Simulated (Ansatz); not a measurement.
Geometry optimisation in Ansatz: input, command and trajectory.

```yaml
crystal:
  lattice:
    - [3.1537892862, 0.0, 0.0]
    - [-1.5768946431, 2.7312616401, 0.0]
    - [0.0, 0.0, 12.1432901544]
  atoms:
    - { symbol: W, position: [0.3333333333, 0.6666666667, 0.25] }
    - { symbol: W, position: [0.6666666667, 0.3333333333, 0.75] }
    - { symbol: S, position: [0.3333333333, 0.6666666667, 0.6203061671] }
    - { symbol: S, position: [0.6666666667, 0.3333333333, 0.1203061671] }
    - { symbol: S, position: [0.3333333333, 0.6666666667, 0.8796938329] }
    - { symbol: S, position: [0.6666666667, 0.3333333333, 0.3796938329] }
basis:
  ecutwfc: 420
kpoints:
  mp_grid: { grid: [12, 12, 4] }
hamiltonian:
  xc: lda
scf:
  occupations: { method: gaussian, width: 0.02 }
output:
  forces: true
  stress: true
  eigenvalues: true
relax:
  adjacent_minimum: "off"
  f_tol: 0.005
  max_steps: 50
  cell: { stress_tol: 0.05 }
```

```bash
ansatz run input.yaml --threads 2 --pin off --max-ram 5120MiB --backend cpu --events-out ev --progress --plain --runs-dir out
```

Computed with DFT LDA, scalar-relativistic, plane waves, PAW (Ansatz 0.2.0).

Of 5 frames 4 are shown, positions in Å and forces in eV/Å; the SCF threshold varies from step to step. Steps run on the plane waves of an earlier cell, with a Pulay correction in the pressure. The basis is chosen afresh for the last frame, the zero of the energies, and at times for earlier ones too; energy and pressure step there, also at an unchanged geometry.

```xyz
6
Lattice="3.1538 0.0000 0.0000 -1.5769 2.7313 0.0000 0.0000 0.0000 12.1433" Properties=species:S:1:pos:R:3:forces:R:3 pbc="T T T" step=1 free_energy_over_end_meV_per_atom=5.98 pressure_GPa=-4.23
W     0.0000    1.8208    3.0358    0.0000    0.0000    0.0000
W     1.5769    0.9104    9.1075    0.0000    0.0000    0.0000
S     0.0000    1.8208    7.5326    0.0000    0.0000    0.4599
S     1.5769    0.9104    1.4609    0.0000    0.0000    0.4599
S     0.0000    1.8208   10.6824    0.0000    0.0000   -0.4599
S     1.5769    0.9104    4.6107    0.0000    0.0000   -0.4599
6
Lattice="3.0989 0.0000 0.0000 -1.5494 2.6837 0.0000 0.0000 0.0000 12.1912" Properties=species:S:1:pos:R:3:forces:R:3 pbc="T T T" step=2 free_energy_over_end_meV_per_atom=2.77 pressure_GPa=2.43
W     0.0000    1.7891    3.0478    0.0000    0.0000    0.0000
W     1.5494    0.8946    9.1434    0.0000    0.0000    0.0000
S     0.0000    1.7891    7.5748    0.0000    0.0000   -0.0840
S     1.5494    0.8946    1.4793    0.0000    0.0000   -0.0840
S     0.0000    1.7891   10.7119    0.0000    0.0000    0.0840
S     1.5494    0.8946    4.6163    0.0000    0.0000    0.0840
6
Lattice="3.1286 0.0000 0.0000 -1.5643 2.7094 0.0000 0.0000 0.0000 12.1816" Properties=species:S:1:pos:R:3:forces:R:3 pbc="T T T" step=3 free_energy_over_end_meV_per_atom=-0.01 pressure_GPa=-0.10
W     0.0000    1.8063    3.0454    0.0000    0.0000    0.0000
W     1.5643    0.9031    9.1362    0.0000    0.0000    0.0000
S     0.0000    1.8063    7.5752    0.0000    0.0000   -0.0125
S     1.5643    0.9031    1.4844    0.0000    0.0000   -0.0125
S     0.0000    1.8063   10.6971    0.0000    0.0000    0.0125
S     1.5643    0.9031    4.6063    0.0000    0.0000    0.0125
6
Lattice="3.1269 0.0000 0.0000 -1.5634 2.7080 0.0000 0.0000 0.0000 12.1498" Properties=species:S:1:pos:R:3:forces:R:3 pbc="T T T" step=5 free_energy_over_end_meV_per_atom=0.00 pressure_GPa=-0.01
W     0.0000    1.8053    3.0374    0.0000    0.0000    0.0000
W     1.5634    0.9027    9.1123    0.0000    0.0000    0.0000
S     0.0000    1.8053    7.5502    0.0000    0.0000    0.0030
S     1.5634    0.9027    1.4754    0.0000    0.0000    0.0030
S     0.0000    1.8053   10.6744    0.0000    0.0000   -0.0030
S     1.5634    0.9027    4.5995    0.0000    0.0000   -0.0030
```

It took 28 s on 2 threads of Arm Neoverse V1 (shared host), peak memory 0.46 GiB.

Spin–orbit coupling is left out, which can shift energies with elements as heavy as these. The cell holds layers, and where no dispersion correction was added their binding is poorly described.